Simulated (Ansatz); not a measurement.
TaGa$_{3}$:
```
CELL_PARAMETERS angstrom
     -1.89445     1.89445     4.33381
      1.89445    -1.89445     4.33381
      1.89445     1.89445    -4.33381
ATOMIC_POSITIONS crystal
  Ta 0.00000 0.00000 0.00000
  Ga 0.50000 0.50000 0.00000
  Ga 0.75000 0.25000 0.50000
  Ga 0.25000 0.75000 0.50000
```

Relaxed with r²SCAN. Special points in fractions of this cell's reciprocal vectors: Γ (0.000, 0.000, 0.000); X (0.000, 0.000, 0.500); P (0.250, 0.250, 0.250); N (0.000, 0.500, 0.000); M (0.500, 0.500, -0.500); S (0.298, 0.702, -0.298); S0 (-0.298, 0.298, 0.298); R (-0.096, 0.096, 0.500); G (0.500, 0.500, -0.096).

Task: List the band energies nearest the Fermi level at these points for plane-wave PAW r²SCAN (Ansatz code).

Result: In eV from the Fermi level; about four levels below and three above (degenerate sets whole), none deeper than 8.9 eV; points with the same levels are listed once.

| k | below | above |
|---|---|---|
| Γ | -2.98 -2.77 -2.77 -0.26 | 0.48 1.26 1.26 |
| X | -5.13 -4.13 -4.06 -2.71 | 1.74 1.89 2.03 |
| P | -5.98 -3.43 -3.43 -2.65 | 0.51 1.75 2.03 |
| N | -4.97 -2.94 -1.70 -0.52 | 1.46 2.04 2.34 |
| M | -3.76 -2.17 -2.17 -1.42 | 0.12 0.12 0.52 |
| S | -2.89 -2.26 -1.94 -0.35 | 0.46 1.39 1.91 |
| R | -5.31 -3.68 -3.17 -2.54 | 1.16 1.98 2.17 |

Space group I4/mmm. The first step of the workflow began from a Materials Project structure, measured or hypothetical; the Crystallography Open Database files this formula in space group No. 139, but the cells were not matched. Whether it is the stable phase at ambient conditions was not checked. The r²SCAN relaxation kept the symmetry of its start; its stability against distortions is not shown here. No spin polarisation was allowed. Scalar-relativistic: spin–orbit coupling is off unless named, which matters more the heavier the elements.

Potentials: the later of the program's two PAW sets.
